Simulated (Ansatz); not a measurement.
Input:

ZnO:
```xyz
8
Lattice="3.2224 0.0000 0.0000 -1.6112 2.7907 0.0000 0.0000 0.0000 10.4706" Properties=species:S:1:pos:R:3 pbc="T T T"
Zn     0.0000     0.0000     0.0070
Zn     0.0000     0.0000     5.2423
Zn     1.6112     0.9302     7.8584
Zn     0.0000     1.8605     2.6231
O      0.0000     0.0000     8.5032
O      0.0000     0.0000     3.2679
O      1.6112     0.9302     5.8880
O      0.0000     1.8605     0.6527
```

This is the PBEsol-relaxed structure. Tensor components refer to the Cartesian frame of this cell.

Problem. All from DFT-PBEsol in the program Ansatz with PAW potentials, unless another level is named. Predict the band gap.

Solution. 0.65 eV (direct).

Problem. Give the electron effective mass.

Solution. 0.12 mₑ (isotropic).

Problem. Predict the HSE06 gap on the PBEsol cell.

Solution. 2.47 eV.

Problem. Next, the hole effective mass, band 2 of 2 at the edge?

Solution. 0.13 along x (mₑ).

Problem. And the valence-band maximum?

Solution. at Γ.

Space group P6_3mc. A made-up cell: these elements were put on the sites of a structure type. Its sites differ from those of the usual phase in this space group: another stacking or structure type. The cell was relaxed with PBEsol under the symmetry of its start; its stability against distortions is not shown here.

Potentials: the later of the program's two PAW sets.
